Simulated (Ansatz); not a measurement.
# Every step of a relaxation of Sr (simple hexagonal type)

DFT, PBEsol, PAW with Ansatz's default frozen-core files, scalar-relativistic (Ansatz 0.2.0); a Γ-centred 11×11×10 k mesh, Fermi–Dirac smearing of 0.05 eV, no spin polarisation. The run relaxes cell and atoms at a target pressure of 0.28 GPa.

Command: `ansatz run input.yaml --threads 1 --pin off --max-ram 3584MiB --backend cpu --events-out ev --progress --plain --runs-dir out` It took 9.6 s on 1 thread of Arm Neoverse V2 (shared host), peak memory 0.32 GiB.

PAW: frozen-core files, cutoff 420 eV; forces are relaxed below 0.005 eV/Å.

Each step lists its enthalpy F + pV a cell above the last geometry, the pressure, the cell vectors (Å), and Cartesian positions (Å) with forces (eV/Å).

The first step:

```
step 1  dH = 3.45 meV  P = -0.16 GPa
  cell 4.0152 0.0000 0.0000  -2.0076 3.4773 0.0000  0.0000 0.0000 3.7743
  Sr 0.0000 0.0000 0.0000   0.0000 0.0000 0.0000
```

The PAW files were made under PBE.

The symmetry of the start is kept and no stability test is made, so the end need not be the stable phase.

Where does the relaxation end, and by which steps?

After 3 geometries, with conventional a, b, c = 3.965, 3.965, 3.699 Å, at 50.367 Å³/atom (-4.42 % against the start) in space group P6/mmm, with a shortest distance of 3.699 Å. The further steps:
```
step 2  dH = 1.59 meV  P = -0.03 GPa
  cell 4.0023 0.0000 0.0000  -2.0012 3.4661 0.0000  0.0000 0.0000 3.7475
  Sr 0.0000 0.0000 0.0000   0.0000 0.0000 0.0000
step 3  dH = 0.00 meV  P = 0.30 GPa
  cell 3.9653 0.0000 0.0000  -1.9827 3.4341 0.0000  0.0000 0.0000 3.6988
  Sr 0.0000 0.0000 0.0000   0.0000 0.0000 0.0000
step 4  dH = 0.03 meV  P = 0.30 GPa  (same geometry on a basis chosen anew; earlier energies don't compare to the last digit)
  cell 3.9653 0.0000 0.0000  -1.9827 3.4341 0.0000  0.0000 0.0000 3.6988
  Sr 0.0000 0.0000 0.0000   0.0000 0.0000 0.0000
```
